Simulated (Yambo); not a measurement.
Material: Si (diamond, space group Fd-3m, No. 227) under isotropic strain of -1.5 % on all lattice vectors; a = b = c = 3.7836 Å, α = β = γ = 60.00° (2 atoms in the cell). The PBEsol cell relaxed from Materials Project entry mp-149 was given an isotropic strain of -1.5 % on all lattice vectors, and the atoms were relaxed again.

With PBEsol (pw.x of Quantum ESPRESSO, ONCV potentials, no spin-orbit coupling), the gap between the mesh's edge points (Γ → X) is 0.505 eV.

### Question
Estimate the G0W0 gap between the same points from Yambo (4×4×4 Γ-centred k mesh, 148 bands and a 14 Ry block in the screening, 148 bands in G with the Bruneval-Gonze terminator, plasmon pole fitted at 27.2 eV).

### Answer
The correction is 0.753 eV, giving 1.257 eV, 2.5 times the PBEsol value. The mesh misses a band edge: along a dense path the PBEsol gap is 0.38 eV against 0.50 eV on the mesh. Convergence of the G0W0 settings was not tested.
